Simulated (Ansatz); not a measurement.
Relaxed Al (fcc, Cu type):

```xyz
4
Lattice="3.9907 0.0000 0.0000 0.0000 3.9907 0.0000 0.0000 0.0000 3.9907" Properties=species:S:1:pos:R:3 pbc="T T T"
Al     0.0000     0.0000     0.0000
Al     1.9954     1.9954     0.0000
Al     1.9954     0.0000     1.9954
Al     0.0000     1.9954     1.9954
```

Two-dimensional scan of atom 3 (Al, nearest neighbour Al at 2.822 Å; its periodic images, 4.0 Å or more away, move with it): u runs along (0.707, 0.707, 0.000), v along (0.000, 0.000, 1.000) (Cartesian). Cell and other atoms are fixed.

These are r2SCAN (plane waves to 500 eV, PAW, scalar-relativistic; Ansatz, a quantum-chemistry and plane-wave program) values and carry that method's errors. k mesh 9×9×9 (Γ-centred), Fermi-Dirac smearing 0.05 eV. Energies are smeared free energies. With partly filled bands, energies and forces of such displacements shift with the k mesh and the smearing. On this mesh the relaxed cell isn't quite at rest: it carries a pressure of 0.3 GPa (compression positive) at the zero of the scan. Al was relaxed with its symmetry unable to fall. The PAW data are Ansatz's earlier set. The last digit holds for this mesh only.

Changes of ΔE (meV/cell) from the point u = 0.000 Å, v = 0.000 Å when one coordinate moves alone (two changes are said to add if the coupling is within 5 % of the smaller one, nearly so within 20 %):

```csv
point,change
"u = 0.000 Å, v = -0.420 Å",499.8
"u = 0.000 Å, v = -0.210 Å",122.0
"u = -0.420 Å, v = 0.000 Å",539.5
"u = -0.210 Å, v = 0.000 Å",124.5
"u = 0.210 Å, v = 0.000 Å",124.5
"u = 0.420 Å, v = 0.000 Å",539.5
"u = 0.000 Å, v = 0.210 Å",122.0
"u = 0.000 Å, v = 0.420 Å",499.8
```

Q: Do the two effects add at u = -0.210 Å, v = 0.210 Å? Give the computed change.

A: The sum of the single changes is 124.5 + (122.0) = 246.5; the calculation gives 257.7, so the coupling contributes 11.2 (under 20 % of the smaller single change, nearly additive).

Q: Do the two effects add at u = 0.420 Å, v = 0.210 Å? Give the computed change.

A: The sum of the single changes is 539.5 + (122.0) = 661.5; the calculation gives 700.9, so the coupling contributes 39.4 (over 20 % of the smaller single change, not additive).

Q: Do the two effects add at u = 0.420 Å, v = 0.420 Å? Give the computed change.

A: The sum of the single changes is 539.5 + (499.8) = 1039.3; the calculation gives 1200.8, so the coupling contributes 161.5 (over 20 % of the smaller single change, not additive).

(For displaced atoms, the force is minus the slope of the energy, and its curvature is a force constant, which sets phonon frequencies.)
